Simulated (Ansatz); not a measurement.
SiO$_{2}$:
```
SiO2
1.0
    2.83624     0.00000     0.00000
    0.00000     2.83624     0.00000
    0.00000     0.00000     9.67919
Si O
2 4
Direct
  0.00000   0.00000   0.00000
  0.50000   0.50000   0.50000
  0.00000   0.50000   0.08857
  0.00000   0.50000   0.58857
  0.50000   0.00000   0.41143
  0.50000   0.00000   0.91143
```

Relaxed with PBE. Special points in fractions of this cell's reciprocal vectors: Γ (0.000, 0.000, 0.000); X (0.000, 0.500, 0.000); M (0.500, 0.500, 0.000); Z (0.000, 0.000, 0.500); R (0.000, 0.500, 0.500); A (0.500, 0.500, 0.500).

Q: List the band energies nearest the valence-band maximum at these points for DFT-PBE in the program Ansatz with PAW potentials.

A: In eV from the valence-band maximum; about four levels below and three above (degenerate sets whole), none deeper than 8.9 eV; points with the same levels are listed once.

```csv
k,below,above
Γ,-0.33 -0.33 -0.29 -0.29,5.05 6.08 6.88
X,-0.64 -0.64 -0.15 -0.15,8.09 8.09 10.32 10.32
M,-2.10 -2.10 -0.58 -0.58,7.64 7.64 8.14 8.14
Z,-0.33 -0.33 -0.30 -0.30,5.51 5.51 6.97 6.97
R,-0.65 -0.65 -0.15 -0.15,8.10 8.10 10.41 10.41
A,-2.13 -2.13 -2.13 -2.13 -0.58 -0.58,7.88 7.88 7.88 7.88
```

Space group P4_2/nmc. The cell is a constructed one: a structure type filled with these elements; neither database checked (COD, Materials Project) lists it. It is not the phase usual at ambient conditions (space group No. 92, 152, 154). The PBE relaxation kept the symmetry of its start; its stability against distortions is not shown here.

Potentials: the earlier of the program's two PAW sets.
